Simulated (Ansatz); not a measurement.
Relaxed-ion elastic tensor of LaLuO$_{3}$ (cubic perovskite, Pm-3m) in GPa (Voigt order), the program Ansatz at the LDA level (PAW); density 8.39 g/cm³, 14.33 Å³ per atom.

```
 378  55.4  55.4   0.0   0.0   0.0
55.4   378  55.4   0.0   0.0   0.0
55.4  55.4   378   0.0   0.0   0.0
 0.0   0.0   0.0  50.9   0.0   0.0
 0.0   0.0   0.0   0.0  50.9   0.0
 0.0   0.0   0.0   0.0   0.0  50.9
```

Problem. Is the crystal mechanically stable?

Solution. Yes: the smallest eigenvalue of C is 50.9 GPa.

Problem. Work out the Voigt, Reuss and Hill averages.

Solution. K_V = 163, K_R = 163, K_H = 163; G_V = 95.1, G_R = 70.1, G_H = 82.6 GPa.

Problem. Give Young's modulus, Poisson's ratio, Pugh's ratio and the universal anisotropy index.

Solution. E = 9KG/(3K + G) = 212 GPa; ν = 0.28; K/G = 1.97 (ductile by the Pugh limit of 1.75); A_U = 5G_V/G_R + K_V/K_R − 6 = 1.79.

Problem. Estimate the sound speeds and the Debye temperature.

Solution. v_l = √((K + 4G/3)/ρ) = 5710 m/s, v_t = √(G/ρ) = 3140 m/s, mean 3500 m/s; Θ = (h/k)(3n/4πV)^(1/3) v_m = 429 K.

Problem. Give the Zener ratio and Young's modulus along [100], [110] and [111].

Solution. A = 2C44/(C11 − C12) = 0.32; 1/E = S11 − 2(S11 − S12 − S44/2)Γ with Γ = 0, 1/4, 1/3 gives 364, 164, 138 GPa.

The cell is a constructed one: a structure type filled with these elements; neither database checked (COD, Materials Project) lists it. Whether it is the stable phase at ambient conditions was not checked. Symmetry was held in the LDA relaxation. At this level the phase is dynamically unstable (imaginary phonons). Spin–orbit coupling is left out wherever it is not named.

Potentials: the earlier of the program's two PAW sets.
